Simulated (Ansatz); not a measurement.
An Ansatz (a quantum-chemistry and plane-wave program) run. Input:

Ansatz 0.2 input:
```yaml
crystal:
  lattice:
    - [3.589346755, 0.0, 0.0]
    - [0.0, 3.589346755, 0.0]
    - [0.0, 0.0, 3.589346755]
  atoms:
    - { symbol: Co, position: [0.0, 0.5, 0.5] }
    - { symbol: Co, position: [0.5, 0.0, 0.5] }
    - { symbol: Co, position: [0.5, 0.5, 0.0] }
    - { symbol: Ta, position: [0.0, 0.0, 0.0] }
kpoints:
  mp_grid: { grid: [11, 11, 11] }
hamiltonian:
  xc: pbesol
  pseudopotentials: { kind: paw }
scf:
  occupations: { method: fermi_dirac, width: 0.1 }
phonons:
  method: dfpt
  response_accuracy: low
  eigenvectors: true
  rigid_motions: translations
```

Output (shortened):

```
Pseudopotential: Co, paw, valence charge 17
Pseudopotential: Ta, paw, valence charge 13
Functional definition: PBEsol
Crystal: 4 atoms, lattice volume = 46.243 Å³
Basis set: ecut = 420 eV, 895 PW (Γ), exchange–correlation on 48×48×48 points (8 copies of the dense FFT grid, shifted against one another)
Bands: 39, of which v1, the nominal top of the filled ones, is band 32 counted from 1 (31 counted from 0)
Symmetry: 48 space group operations
k-points: 216 of 1331 (irreducible under 8 space group operations)
SCF iter   1: F=—  HF=-25086.665389 eV  |F-HF|=—  |Δ(HF+E_count)|=         —  Δρ=2.35e-2  dr2=1.56e-1  ethr=1.77e-3  ⟨swp⟩=5.9  Hψ=28805  notcnv=0
preconditioner: auto → Kerker (q_TF=auto, 2.880 Å⁻¹)
SCF iter   2: F=—  HF=-25086.649531 eV  |F-HF|=—  |Δ(HF+E_count)|=   1.59e-2  Δρ=6.48e-3  dr2=1.43e-2  ethr=2.44e-4  ⟨swp⟩=2.0  Hψ=11607  notcnv=0  defer=1
SCF iter   3: F=—  HF=-25086.648238 eV  |F-HF|=—  |Δ(HF+E_count)|=   1.29e-3  Δρ=1.57e-3  dr2=1.21e-3  ethr=2.23e-5  ⟨swp⟩=1.0  Hψ=8430  notcnv=0  defer=1
SCF iter   4: F=—  HF=-25086.648094 eV  |F-HF|=—  |Δ(HF+E_count)|=   1.43e-4  Δρ=2.76e-4  dr2=2.66e-5  ethr=1.89e-6  ⟨swp⟩=2.2  Hψ=10661  notcnv=0  defer=1
SCF iter   5: F=—  HF=-25086.648097 eV  |F-HF|=—  |Δ(HF+E_count)|=   2.54e-6  Δρ=1.11e-4  dr2=4.58e-6  ethr=4.15e-8  ⟨swp⟩=2.1  Hψ=15218  notcnv=0  defer=1
SCF iter   6: F=—  HF=-25086.648100 eV  |F-HF|=—  |Δ(HF+E_count)|=   2.97e-6  Δρ=2.78e-5  dr2=3.32e-7  ethr=7.15e-9  ⟨swp⟩=2.3  Hψ=11740  notcnv=0  defer=1
SCF iter   7: F=—  HF=-25086.648100 eV  |F-HF|=—  |Δ(HF+E_count)|=   4.32e-8  Δρ=3.70e-6  dr2=1.72e-9  ethr=5.19e-10  ⟨swp⟩=2.1  Hψ=9966  notcnv=0  defer=1
SCF iter   8: F=—  HF=-25086.648100 eV  |F-HF|=—  |Δ(HF+E_count)|=  9.20e-10  Δρ=1.17e-6  dr2=5.03e-10  ethr=2.68e-12  ⟨swp⟩=2.0  Hψ=15422  notcnv=0  defer=1
SCF iter  10: F=-25086.648100 eV  HF=-25086.648100 eV  |F-HF|=3.64e-12  |Δ(HF+E_count)|=  1.82e-11  Δρ=1.09e-7  dr2=3.66e-12  ethr=1.00e-12  ⟨swp⟩=5.8  Hψ=36236  notcnv=0
SCF 1 converged in 10 iterations: F = -25086.648100 eV  dr2 = 3.66e-12
DFPT response loops at Γ: preconditioner auto → Kerker (q_TF=auto, 2.880 Å⁻¹) (partly filled bands, converged f_vac=0.000) …
SCF converged after 10 iterations
Free energy (F): -25086.648100 eV
Harris-Foulkes:  -25086.648100 eV  (|F-HF|=3.64e-12)
Internal energy: -25086.514971 eV  (E = F + TS)
E sigma→0 (E₀):  -25086.581535 eV
Entropy (-TS):   -0.133129 eV (-33.282 meV/atom)
Fermi energy:    20.484483 eV
--- Per-component energies (eV) ---
  E_band       = -714.967910
  E_kinetic    = 1741.547897
  E_local      = -9210.009007  (includes V_loc(G=0)·N_el)
  E_nonlocal   = 1381.210514
  E_hartree    = 3887.323901
  E_xc         = -694.985089
  E_vxc        = -823.658918  (∫ρ·V_xc dr)
  E_paw        = -12720.673816  (= ΣΔE_a)
  E_vpaw       = -1578.706762  (= ΣTr[D̂ρ^β])
  E_aug_tail   = 0.000378  (compensation charges beyond the density's cutoff)
  E_ewald      = -9471.708655
  E_core_change = 0.778904  (= ΣΔE_core)
  E_smearing   = -0.133129  (= −TS)
  E_closure    = 0.000000  (closes the sum)
  Σ components = -25086.648100   (vs F -25086.648100, Δ=0.00e0)
  [band-id]    e_kinetic+e_local+e_nonlocal+2·e_hartree+e_vxc+e_vpaw+e_augmentation_tail = -714.968094   (vs E_band -714.967910, Δ=-1.84e-4)
--- Band table (eV; the first three rows and the last of 216) ---
  k-point 0: bands = ["-74.0108", "-73.9669", "-73.9669", "-47.0389", "-37.5103", "-37.5103", "-37.5103", "-37.4218", "-37.4218", "-37.4218", "-37.3018", "-37.3018", "-37.3018", "-13.5944", "-13.5944", "-13.5944", "11.4385", "15.0790", "15.0790", "16.4010", …
  k-point 1: bands = ["-74.0101", "-73.9677", "-73.9669", "-47.0389", "-37.5081", "-37.5081", "-37.5068", "-37.4225", "-37.4225", "-37.4221", "-37.3052", "-37.3033", "-37.3033", "-13.6039", "-13.5948", "-13.5948", "11.5641", "15.1524", "15.1596", "16.4410", …
  k-point 2: bands = ["-74.0077", "-73.9699", "-73.9668", "-47.0389", "-37.5020", "-37.5020", "-37.4969", "-37.4245", "-37.4245", "-37.4228", "-37.3149", "-37.3073", "-37.3073", "-13.6293", "-13.5960", "-13.5960", "11.9301", "15.3624", "15.3654", "16.5577", …
  k-point 215: bands = ["-73.9819", "-73.9810", "-73.9810", "-47.0323", "-37.5216", "-37.5211", "-37.5211", "-37.5127", "-37.3596", "-37.3596", "-37.3590", "-37.2835", "-37.2835", "-13.6666", "-13.6650", "-13.6650", "15.2898", "15.3350", "15.3350", "16.1836", …
--- Phonons (Γ-DFPT): 3 representative perturbations + reference, on 216 of 1331 k-points (Σ response iterations 9) ---
  ASR residual: 5.393e-4 → 0.000e0 eV/Å²; symmetrization residual: 7.405e-5 eV/Å²
  ASR residual per site (eV/Å²): 5.39e-4 5.39e-4 5.39e-4 5.64e-5
  Γ frequencies (cm⁻¹): 0.00 0.00 0.00 172.47 172.47 172.47 245.68 245.68 245.68 266.36 266.36 266.36
  non-analytic LO–TO correction: not included (Born effective charges unavailable; polar crystals: no LO–TO splitting at Γ)
```

Cost: about 2.7 core-minutes (a rough figure) on shared cores.

Space group Pm-3m (Cu3Au type). The workflow started from an entry of the Crystallography Open Database (COD), which files this formula under 2 space groups. Its standing as an ambient phase is unchecked. Symmetry was held in the PBEsol relaxation; of distortions, only those at the zone centre were tested. No spin polarisation was allowed. As this level gives no gap, phonon frequencies hold no LO–TO term and depend on the k-mesh and smearing (Fermi–Dirac, 0.1 eV here). Scalar-relativistic: spin–orbit coupling is off unless named, which matters more the heavier the elements.

Potentials: the later of the program's two PAW sets.

Ansatz is a plane-wave DFT program.
